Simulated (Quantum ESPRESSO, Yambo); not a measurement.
CaC$_{2}$ (space group I4/mmm, No. 139) under isotropic strain of -1.5 % on all lattice vectors. The PBEsol cell relaxed from Materials Project entry mp-2482 was given an isotropic strain of -1.5 % on all lattice vectors, and the atoms were relaxed again. Chain: norm-conserving PBEsol (Quantum ESPRESSO, 82 Ry, without SOC); G0W0 in Yambo (6×6×6 Γ-centred k mesh, 88 bands and a 8 Ry block in the screening, 88 bands in G with the Bruneval-Gonze terminator, plasmon pole fitted at 27.2 eV); BSE (10×10×10 mesh, 4 valence and 2 conduction bands, static screening with 26 bands and a 4 Ry block, scissor 1.88 eV, Tamm-Dancoff).

* **PBEsol gap (dense path)**: 0.86 eV
* **PBEsol gap Z → X on the GW mesh**: 0.88 eV
* **PBEsol smallest direct gap on the GW mesh, at X**: 2.05 eV
* **G0W0 direct gap at that point**: 3.93 eV
* **G0W0 correction to the gap Z → X**: 1.75 eV
* **direct gap on the BSE mesh, with the scissor**: 3.93 eV
* **first BSE state allowed for light along x**: 3.79 eV
* **lowest BSE state**: 3.53 eV
* **binding of the lowest exciton**: 0.40 eV

Rough cost of the Yambo steps against G0W0 for 6 states: BSE within a factor of two.

Convergence of the G0W0 settings was not tested. The BSE states are vertical excitations (zero momentum); the indirect quasiparticle gap, about 2.61 eV, is smaller than the direct one (3.93 eV on the GW mesh). Convergence of the binding with the mesh was not shown. Axes are Cartesian, with cell vectors (Å) (-1.88, 1.88, 3.12), (1.88, -1.88, 3.12), (1.88, 1.88, -3.12).

The structure is a Materials Project entry; no match was found in the copy of COD used, and its stability was not checked.
